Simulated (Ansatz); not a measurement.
Relaxed C (graphite type, space group P6_3/mmc):

```
C
1.0
    2.45537     0.00000     0.00000
   -1.22769     2.12641     0.00000
    0.00000     0.00000     6.67102
C
4
Direct
  0.00000   0.00000   0.25000
  0.00000   0.00000   0.75000
  0.33333   0.66667   0.25000
  0.66667   0.33333   0.75000
```

In this cell atom 1 (C, nearest neighbour C at 1.418 Å; its periodic images, 2.5 Å or more away, move with it) is moved by s along Cartesian z, unit vector (0.000, 0.000, 1.000); all other atoms and the cell stay fixed.

Computed with r2SCAN+rVV10 (plane waves to 500 eV, PAW, scalar-relativistic; Ansatz, a quantum-chemistry and plane-wave program). k mesh 12×12×4 (Γ-centred), Fermi-Dirac smearing 0.05 eV. E stands for the smeared free energy. With partly filled bands, energies and forces of such displacements shift with the k mesh and the smearing. C was relaxed with its symmetry unable to fall. ΔE is measured from the undisplaced structure. The last digit holds for this mesh only.

```
s (Å)   ΔE (meV/cell)
------  -------------
-0.430         1625.9
-0.344       withheld
-0.258          580.2
-0.172          256.7
-0.086           63.9
0.000             0.0
0.086            63.9
0.172           256.7
0.258           580.2
0.344        withheld
0.430          1625.9
```

### Question
Fit an even polynomial form (powers 2, 4, 6) to the given rows and predict ΔE at s = -0.344.

### Answer
Least squares on the 9 given rows: ΔE = (8638)·s² + (1369)·s⁴ + (-2862)·s⁶, in meV/cell with s in Å; root-mean-square residual 0.03 meV/cell. At -0.344 the fit gives 1036.6 meV/cell; the calculation gives 1036.1 meV/cell, so the interpolation is off by 0.5 (+0.0 %). The quadratic term alone would give 1022.2 meV/cell.

(A displaced cell: forces are minus the slopes of the energy, force constants its curvatures, and phonons follow from these.)
